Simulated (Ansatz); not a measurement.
CaAu2:
```yaml
crystal:
  lattice:
    - [-2.30400, 3.53908, 4.11330]
    - [2.30400, -3.53908, 4.11330]
    - [2.30400, 3.53908, -4.11330]
  atoms:
    - { symbol: Ca, position: [0.70812, 0.45812, 0.25000] }
    - { symbol: Ca, position: [0.29188, 0.54188, 0.75000] }
    - { symbol: Au, position: [0.29881, 0.83888, 0.45993] }
    - { symbol: Au, position: [0.70119, 0.16112, 0.54007] }
    - { symbol: Au, position: [0.87895, 0.83888, 0.04007] }
    - { symbol: Au, position: [0.12105, 0.16112, 0.95993] }
```

Relaxed with r²SCAN. Special points in fractions of this cell's reciprocal vectors: Γ (0.000, 0.000, 0.000); X (0.500, 0.500, -0.500); F2 (0.328, 0.672, -0.328); Σ0 (-0.328, 0.328, 0.328); Y0 (0.435, -0.435, 0.435); U0 (0.565, 0.435, -0.435); R (0.000, 0.500, 0.000); W (0.250, 0.250, 0.250); S (0.500, 0.000, 0.000); T (0.000, 0.000, 0.500).

### Question
List the band energies nearest the Fermi level at these points for r²SCAN in the plane-wave PAW code Ansatz.

### Answer
In eV from the Fermi level; about four levels below and three above (degenerate sets whole), none deeper than 8.9 eV; points with the same levels are listed once.

```json
[
 {"k": "Γ", "below": "-2.98 -2.86 -1.66 -1.49", "above": "0.56 1.00 1.04"},
 {"k": "X", "below": "-2.79 -2.65 -2.54 -1.73", "above": "1.00 2.51 3.47"},
 {"k": "F2", "below": "-2.43 -2.42 -1.79 -0.58", "above": "0.53 1.74 2.08"},
 {"k": "Y0", "below": "-2.98 -2.85 -2.26 -1.29", "above": "0.99 2.53 3.37"},
 {"k": "R", "below": "-2.76 -2.32 -1.98 -1.30", "above": "0.45 0.52 1.04"},
 {"k": "W", "below": "-2.87 -2.87 -2.26 -2.26", "above": "0.73 0.73 2.33 2.33"},
 {"k": "S", "below": "-3.38 -3.35 -3.19 -0.40", "above": "0.14 1.33 1.38"},
 {"k": "T", "below": "-1.68 -1.68 -0.07 -0.07", "above": "2.38 2.38 2.82 2.82"}
]
```

Space group Imma. The first step of the workflow began from a Materials Project structure, measured or hypothetical; the Crystallography Open Database files this formula in space group No. 74, but the cells were not matched. Its standing as an ambient phase is unchecked. Symmetry was held in the r²SCAN relaxation; its stability against distortions is not shown here. Spin–orbit coupling is left out wherever it is not named.

Potentials: the later of the program's two PAW sets.
